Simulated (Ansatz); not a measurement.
MoS$_{2}$ (R3m), relaxed with PBE (Ansatz, a program for electronic structure, plane waves, PAW): a = b = 3.1851 Å, c = 22.3210 Å, α = β = 90.00°, γ = 120.00°.

```
Item            Result
--------------  ------
gap (eV)          1.45
ΔH_f (eV/atom)   -0.89
```

Q: The same phase is relaxed and computed with LDA in the same code. What are the cell and these values now?

A: a = b = 3.1263 Å, c = 17.9741 Å, α = β = 90.00°, γ = 120.00°.

- gap (eV) = 0.70
- ΔH_f (eV/atom) = -1.01

Weakly bound layers, chains or molecules computed without a dispersion correction, so cells and soft constants are ill determined: MoS2, R3m (Mo on 3a, S on 3a, S on 3a) with PBE; MoS2, R3m (Mo on 3a, S on 3a, S on 3a) with LDA. All cells were relaxed under the symmetry of their starts (and spin orders); stability against distortions was not tested throughout. Rows with no word on spin ran without spin polarisation. Spin–orbit coupling is left out wherever it is not named.

Potentials: the later of the program's two PAW sets.

Ansatz is a plane-wave DFT program.

Formation energies count from the lowest solids of the elements computed at the same level, not from gases.
